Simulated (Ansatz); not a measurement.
## LaSc3B4O12 — 11B NMR of the central transition

Cell: a structure deposited in the COD whose atoms were relaxed with PBE, the cell held.

```cif
data_LaSc3B4O12
_symmetry_space_group_name_H-M 'R32:H'
_symmetry_Int_Tables_number 155
_cell_length_a 9.8190
_cell_length_b 9.8190
_cell_length_c 7.9870
_cell_angle_alpha 90.000
_cell_angle_beta 90.000
_cell_angle_gamma 120.000
loop_
_atom_site_label
_atom_site_type_symbol
_atom_site_symmetry_multiplicity
_atom_site_Wyckoff_symbol
_atom_site_fract_x
_atom_site_fract_y
_atom_site_fract_z
La La 3 a 0.0000 0.0000 0.0000
Sc Sc 9 d 0.1596 0.3333 0.3333
B5 B 9 e 0.0000 0.5153 0.5000
B8 B 3 b 0.0000 0.0000 0.5000
O9 O 9 e 0.0000 0.3739 0.5000
O12 O 9 e 0.1416 0.1416 0.5000
O15 O 18 f 0.1378 0.6574 0.4866
```

One atom of each set is listed; the run and its k-mesh use a cell of 20 atoms with edges of 6.26, 6.26, 6.26 Å.

Method: Kohn–Sham DFT in Ansatz, PBE, plane waves and PAW, scalar-relativistic, 420 eV cutoff, Γ-centred 3×3×3 k-points, Fermi–Dirac smearing 0.02 eV.

11B has I = 3/2 and Q = 40.59 mb (Pyykkö 2018); at 28.2 T its Larmor frequency is ν₀ = 385.3 MHz. Only the quadrupole interaction is simulated: positions count from each site's isotropic chemical shift, and J coupling is left out, as are shift anisotropy and dipolar coupling, which fast spinning averages.

Task: What does the 11B spectrum (fast magic-angle spinning) show for each site?

Result: 

```csv
site,first shell,C_Q (MHz),η,P_Q (MHz),δ_QIS (ppm),breadth (kHz)
B5,3 O at 1.38–1.39 Å,2.41,0.06,2.41,-0.978,0.822
B8,3 O at 1.39 Å,2.37,0.00,2.37,-0.946,0.781
```

δ_QIS = −(ν_Q²/30ν₀²)[I(I+1) − 3/4](1 + η²/3) × 10⁶ ppm with ν_Q = 3|C_Q|/[2I(2I−1)]; it falls as 1/B₀² in ppm, and the breadth as 1/B₀ in kHz.

An axis of threefold or higher order runs through B8, so V_zz lies along it and η is zero. At B5 V_zz stands upright on the plane through its three neighbours (within 2°).

At this cell the PBE pressure is 2.1 GPa (principal stresses up to 10 GPa in size), so it isn't the equilibrium cell of PBE.
